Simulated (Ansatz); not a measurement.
# CaAg$_{2}$Ge$_{2}$ (I4/mmm): electronic heat capacity and spin susceptibility from the density of states

Level of theory: Ansatz, DFT r2SCAN, scalar-relativistic, plane waves, PAW.

Settings: cutoff 500 eV, Γ-centred mesh 12×12×12 on the computed 5-atom cell, Gaussian smearing of 0.10 eV; no spin polarisation.

Relaxed cell: I4/mmm, a = 4.319 Å, b = 4.319 Å, c = 10.916 Å, α = 90.00°, β = 90.00°, γ = 90.00°, 5 atoms in the primitive cell. Whether it is the stable form of this composition wasn't checked.

The density of states at the Fermi level is 1.351 states/eV in the cell of 5 atoms (1 formula unit; both spins, tetrahedra on a 18×18×18 mesh).

Q: What Sommerfeld coefficient and Pauli susceptibility does this give?

A: Per formula unit N(E_F) = 1.351 states/eV. γ = (π²/3) k_B² N(E_F) N_A = 2.357 mJ/(mol K²) per state/eV, so γ = 3.2 mJ/(mol K²), a mole of formula units. χ_P = μ_B² N(E_F) N_A = 3.23×10⁻⁵ emu/mol per state/eV gives 4.4×10⁻⁵ emu/mol. This is the bare band result: a measured γ of the same phase is as a rule larger by a factor 1 + λ from phonons and spin fluctuations, the spin part of χ is larger by the Stoner factor, and a measured χ also holds orbital and core terms. N(E_F) at one energy is sensitive to the mesh where the density of states has sharp peaks.

Cost: 1 run of about 6.5 core-minutes, on AMD EPYC 7R43 (Zen 3) (shared hosts).